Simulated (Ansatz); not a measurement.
Computed with DFT PBE, scalar-relativistic, plane waves, PAW in Ansatz. All cells share a 420 eV cutoff and Γ-centred k meshes spaced at most about 0.3 Å⁻¹ (about 0.25 or finer for metals, 2π included). No spin polarisation in the final relaxations.

Each of these unrelaxed guesses is relaxed in cell and atoms within its symmetry. A guess keeps its type if space group and coordination stay and the shape of the cell changes little (axis ratios within about 15 %, angles within 6°); the volume may change.

1. Al3O2

```cif
data_structure
_symmetry_space_group_name_H-M 'R-3m:H'
_symmetry_Int_Tables_number 166
_cell_length_a 5.1408
_cell_length_b 5.1408
_cell_length_c 8.8100
_cell_angle_alpha 90.000
_cell_angle_beta 90.000
_cell_angle_gamma 120.000
_cell_volume 201.63
loop_
_atom_site_label
_atom_site_type_symbol
_atom_site_symmetry_multiplicity
_atom_site_Wyckoff_symbol
_atom_site_fract_x
_atom_site_fract_y
_atom_site_fract_z
_atom_site_occupancy
Al1 Al 9 d 0.16667 0.33333 0.83333 1
O1 O 6 c 0.33333 0.66667 0.35209 1
```

2. Ir2Rh

```cif
data_structure
_symmetry_space_group_name_H-M 'P6_3/mmc'
_symmetry_Int_Tables_number 194
_cell_length_a 2.7382
_cell_length_b 2.7382
_cell_length_c 12.9352
_cell_angle_alpha 90.000
_cell_angle_beta 90.000
_cell_angle_gamma 120.000
_cell_volume 83.99
loop_
_atom_site_label
_atom_site_type_symbol
_atom_site_symmetry_multiplicity
_atom_site_Wyckoff_symbol
_atom_site_fract_x
_atom_site_fract_y
_atom_site_fract_z
_atom_site_occupancy
Ir1 Ir 4 f 0.33333 0.66667 0.08333 1
Rh1 Rh 2 d 0.33333 0.66667 0.75000 1
```

Problem. Which guesses survive the relaxation?

Solution. Guess 2 keeps its type.

```tsv
guess	kept	start group	end group	V start (Å³/atom)	V end	b/a and c/a, end over start	nearest neighbours start	nearest neighbours end
1	no	R-3m	R-3m	13.4	14.6	1.00, 0.71	Al 2, O 3	Al 2, O 3
2	yes	P6_3/mmc	P6_3/mmc	14.0	14.4	1.00, 1.03	Ir 12, Rh 12	Ir 12, Rh 12
```

Neighbours count within 15 % of an atom's shortest distance; end groups are read at 0.02 Å (0.05 Å in metals).

Spin–orbit coupling, which can matter for Ir, is left out. In Al3O2 R-3m an odd number of electrons in the primitive cell allows no gap without spin; a larger cell or a magnetic state could open one. Cells relaxed within their symmetry can be saddle points.
